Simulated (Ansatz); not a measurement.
## Bi, fcc: geometry optimisation

Computed with DFT, PBEsol, plane waves (420 eV) with PAW, scalar-relativistic (Ansatz). The PAW files were generated under PBE, with cores re-solved for the functional.

k-point mesh 11×11×11, Fermi-Dirac smearing 0.1 eV, no spin polarisation. Cell and atoms relax.

Starting structure:

```
Bi
1.0
     0.00000    2.51588    2.51588
     2.51588    0.00000    2.51588
     2.51588    2.51588    0.00000
Bi
1
Direct
  0.00000 0.00000 0.00000
```

Task: The pressure at the start is -2.7 GPa. By how much does the volume change?

Result: From 31.85 to 30.24 Å³ per atom, -5.1 %. The final cell has a = 4.945 Å.

Task: How much energy does the relaxation gain?

Result: 14.1 meV per atom.

Path of the relaxation (the plane waves are chosen anew near the end, which can shift the energy a little):

```csv
step,E − E(final) (meV/atom),V (Å³/atom),P (GPa),max force (eV/Å)
0,14.05,31.849,-2.67,0.000
1,0.26,29.917,0.63,0.000
2,-0.30,30.267,-0.05,0.000
3,-0.31,30.239,0.00,0.000
4,0.00,30.239,0.00,0.000
```
